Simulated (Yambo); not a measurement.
G0W0@LDA for NaAlS₂O₈ (space group C2/m, No. 12) in Yambo. Reference settings: 2×2×2 Γ-centred k mesh, bands 2 to 222 and a 7 Ry block in the screening, 222 bands in G with the Bruneval-Gonze terminator, plasmon pole fitted at 27.2 eV. The LDA gap (-0.5, -0.5, 0) → Γ on this mesh is 5.40 eV; G0W0 gaps are taken between the same points.

| change from the reference | G0W0 gap (-0.5, -0.5, 0) → Γ (eV) | shift of the valence edge (eV) |
|---|---|---|
| reference settings | 8.56 | -1.60 |
| 175 bands in W, 175 bands in G | 8.58 | -1.57 |
| 91 bands in W, 91 bands in G, 3 Ry block, no terminator | 8.91 | -1.44 |
| 129 bands in W, 129 bands in G, 3 Ry block | 8.74 | -1.65 |
| 63 bands in W, 63 bands in G, 3 Ry block, no terminator | 9.43 | -1.53 |
| 175 bands in W, 175 bands in G, 6 Ry block | 8.56 | -1.55 |
| 91 bands in W, 91 bands in G, no terminator | ? | -1.09 |
| 91 bands in W, 91 bands in G, 3 Ry block | ? | -1.65 |

Task: Estimate the withheld gaps from the other rows; the computed values follow.

Result: 
- 91 bands in W, 91 bands in G, no terminator, G0W0 gap (-0.5, -0.5, 0) → Γ (eV): 8.71
- 91 bands in W, 91 bands in G, 3 Ry block, G0W0 gap (-0.5, -0.5, 0) → Γ (eV): 8.93

The reference isn't shown to be the converged limit.

Geometry of the Materials Project entry, not relaxed at this level; primitive cell a = b = 4.7108 Å, c = 7.3088 Å, α = β = 92.54°, γ = 65.06°.

The structure is a Materials Project entry; no match was found in the copy of COD used, and its stability was not checked.

A shift is the quasiparticle energy of the state minus its LDA energy.
